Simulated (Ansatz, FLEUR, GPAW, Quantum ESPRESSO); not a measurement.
One calculation of Co, 5 ways

```
Co
1.0
     2.47056    0.00000    0.00000
    -1.23528    2.13957    0.00000
     0.00000    0.00000   23.08823
Co
5
Direct
  0.00000 0.00000 0.32484
  0.33333 0.66667 0.41242
  0.00000 0.00000 0.50000
  0.66667 0.33333 0.58758
  0.00000 0.00000 0.67516
```

Alike in all runs: functional PBE; k mesh 12 × 12 × 1; occupations fermi-dirac, width 0.05 eV; collinear spin, ferromagnetic start; no spin-orbit coupling.

```csv
program and potentials,plane-wave cutoff (eV),notes,band gap (eV),net moment per atom (μB),largest force (eV/Å)
"Ansatz, all-electron LAPW, scalar-relativistic",-,-,no gap,1.69,0.423
"Ansatz, Ansatz PAW",420,17 valence electrons an atom on average,no gap,1.69,0.423
"GPAW, GPAW PAW data sets (gpaw-data 1.2.1)",450,9 valence electrons an atom on average,?,?,?
"Quantum ESPRESSO, PseudoDojo 0.4.1 SR PBE standard",1306,17 valence electrons an atom on average,no gap,1.71,0.417
"FLEUR, all-electron, FLAPW",-,-,no gap,1.69,0.422
```

Task: Estimate from the other rows what the run with GPAW, GPAW PAW data sets (gpaw-data 1.2.1) gave.

Result: No band gap; net moment per atom 1.69 μB; largest force 0.419 eV/Å. The other rows, which needn't bracket it: net moment per atom 1.69 to 1.71; largest force 0.417 to 0.423.
